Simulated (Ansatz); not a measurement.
## Does this entry for Na2C2O5 lie near equilibrium?

The cell is a COD entry, atoms as given.

Space group P2_1 (No. 4); a = 2.9694, b = 5.4964, c = 9.7458 Å, β = 94.95°.

| site | Wyckoff | site symmetry | x | y | z |
| --- | --- | --- | --- | --- | --- |
| Na1 | 2a | 1 | 0.6214 | 0.4766 | 0.8782 |
| Na3 | 2a | 1 | 0.5271 | 0.2120 | 0.5827 |
| C5 | 2a | 1 | 0.1834 | 0.7575 | 0.6641 |
| C7 | 2a | 1 | 0.9863 | 0.0317 | 0.8456 |
| O9 | 2a | 1 | 0.0300 | 0.8977 | 0.5719 |
| O11 | 2a | 1 | 0.8123 | 0.0334 | 0.9563 |
| O13 | 2a | 1 | 0.0935 | 0.8003 | 0.8014 |
| O15 | 2a | 1 | 0.0741 | 0.2088 | 0.7734 |
| O17 | 2a | 1 | 0.4193 | 0.5763 | 0.6535 |

One atom of each set is listed.

Method: Kohn–Sham DFT in Ansatz, PBE, plane waves and PAW, scalar-relativistic, 420 eV cutoff, Γ-centred 8×4×3 k-points, Fermi–Dirac smearing 0.02 eV.

**Question.** Do the atoms and the cell lie near the calculated equilibrium?

**Answer.** No. The largest force is 0.36 eV/Å, on atom 17 (O: 1 C at 1.23 Å, 2 Na at 2.15–2.29 Å; also 2 Na at 2.44–3.34 Å), and the pressure is 21.0 GPa. Such values can come from a cell under pressure, imprecise or misplaced coordinates, missing atoms or a wrong setting of the space group; the run alone doesn't tell which, and gradients calculated on this entry can't be taken for those of the compound at ambient conditions.
